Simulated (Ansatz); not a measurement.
Bi:
Space group R-3m, hexagonal axes (No. 166); a = b = 4.5255 Å, c = 11.6486 Å, α = β = 90.00°, γ = 120.00°

```csv
atom,site,symmetry,x,y,z
Bi,6c,3m,0.0000,0.0000,0.2367
```
(The calculation used a cell of 2 atoms; values per cell refer to that cell.)

Relaxed at zero pressure with PBEsol (plane waves, PAW; program Ansatz).

Problem. The volume is lowered by 9 % and shape and atoms relax at that volume. What pressure results, and how do the axes share the change?

Solution. 4.8 GPa; a -2.1 %, b -2.1 %, c -5.0 %; the energy rises by 42 meV/atom.

Problem. Give the new structure.

Solution. 
Space group R-3m, hexagonal axes (No. 166); a = 4.428 Å, b = 4.428 Å, c = 11.071 Å, α = 90.00°, β = 90.00°, γ = 120.00°

```json
[
 {"atom": "Bi", "site": "6c", "symmetry": "3m", "x": "0.0000", "y": "0.0000", "z": "0.2412"}
]
```

The phase is kept; no other phase was compared at this pressure.

The PBEsol relaxation kept the symmetry of its start; of distortions, only those at the zone centre were tested. Axis ratios of metals converge slowly with the k-mesh, so a and c are less sure than the volume. Scalar-relativistic: spin–orbit coupling is off unless named, which matters more the heavier the elements.

Potentials: the earlier of the program's two PAW sets.
